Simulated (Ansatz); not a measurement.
## Zr₂AlC: pressure against volume

Zr₂AlC, P6_3/mmc, a = 3.319 Å, c = 14.593 Å. The structure is a Materials Project entry; whether it is the stable form wasn't checked. Ansatz: r2SCAN, PAW, 500 eV, Γ-centred 12×12×4 mesh on 8 atoms, Gaussian smearing 0.10 eV; no spin polarisation. Shape and atoms are relaxed at each volume; pressure is positive in compression.

```
V (Å³/atom) P (GPa)
     15.309        ?
     15.831    14.88
     16.353     9.13
     16.875     4.20
     17.397     0.00
     17.919    -3.61
     18.441    -6.69
     19.136   -10.10
```

Take V0 = 17.397 Å³/atom, fit the third-order Birch–Murnaghan form to the other rows, and predict the missing pressure.

With the Eulerian strain f = ½[(V0/V)^(2/3) − 1] and y = P/[3f(1 + 2f)^(5/2)], the form is the line y = B0 + 1.5 B0 (B0′ − 4) f. Rows (f, y): 0.03245, 130.6; 0.02106, 130.3; 0.01026, 129.7; -0.00976, 129.5; -0.01905, 129.0; -0.03077, 128.2. Means f = 0.0006983, y = 129.55; Σ(Δf)² = 0.003004, ΣΔfΔy = 0.1039; the slope is their ratio. y = 129.5 + 34.59 f GPa, so B0 = 129.5 GPa and B0′ = 4 + 2 × (34.59)/(3 × 129.5) = 4.18. At V = 15.309, f = 0.04449, y = 131.04 and P = 21.64 GPa. The run gave 21.61 GPa, so the fit is 0.03 GPa too high, a small miss on the scale of the series.

Cost: 8 runs of about 24 core-minutes in all, on Intel Xeon Platinum 8259CL (Skylake/Cascade Lake) (shared hosts).